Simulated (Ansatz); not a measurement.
Si$_{5}$Te$_{8}$:
```cif
data_Si5Te8
_chemical_formula_sum 'Si5 Te8'
_space_group_name_H-M_alt 'P-3m1'
_space_group_IT_number 164
_space_group_name_Hall '-P 3 2"'
_cell_length_a 7.79217
_cell_length_b 7.79217
_cell_length_c 6.78302
_cell_angle_alpha 90.000
_cell_angle_beta 90.000
_cell_angle_gamma 120.000
loop_
_atom_site_label
_atom_site_type_symbol
_atom_site_symmetry_multiplicity
_atom_site_Wyckoff_symbol
_atom_site_fract_x
_atom_site_fract_y
_atom_site_fract_z
_atom_site_occupancy
Si1 Si 1 a 0.00000 0.00000 0.00000 1
Te1 Te 6 i 0.33131 0.16566 0.23965 1
Si2 Si 3 e 0.00000 0.50000 0.00000 1
Te2 Te 2 d 0.33333 0.66667 0.22541 1
Si3 Si 1 b 0.00000 0.00000 0.50000 1
```

Relaxed with r²SCAN.

**Question.** Tabulate the valence density and the electron localisation function along the shortest Si–Te contact (2.72 Å), DFT-r²SCAN in the program Ansatz with PAW potentials.

**Answer.** 

| distance from Si (Å) | density (e/Å³) | ELF |
|---|---|---|
| 0.27 | 0.17 | 0.54 |
| 0.41 | 0.23 | 0.49 |
| 0.54 | 0.31 | 0.58 |
| 0.68 | 0.39 | 0.73 |
| 0.82 | 0.42 | 0.82 |
| 0.95 | 0.42 | 0.84 |
| 1.09 | 0.41 | 0.83 |
| 1.22 | 0.40 | 0.81 |
| 1.36 | 0.43 | 0.78 |
| 1.50 | 0.48 | 0.73 |
| 1.63 | 0.58 | 0.62 |
| 1.77 | 0.73 | 0.50 |
| 1.90 | 1.16 | 0.39 |
| 2.04 | 2.43 | 0.26 |
| 2.18 | 5.06 | 0.14 |
| 2.31 | 9.11 | 0.06 |
| 2.45 | 13.79 | 0.03 |

The density is the valence pseudo-density with augmentation charge, so density and ELF within about 1 Å of a nucleus are not all-electron values.

The start of the workflow was typed in or built on a structure type; neither database checked (COD, Materials Project) lists it. Its standing as an ambient phase is unchecked. The r²SCAN relaxation kept the symmetry of its start; its stability against distortions is not shown here. Scalar-relativistic: spin–orbit coupling is off unless named, which matters more the heavier the elements.

Potentials: the earlier of the program's two PAW sets.
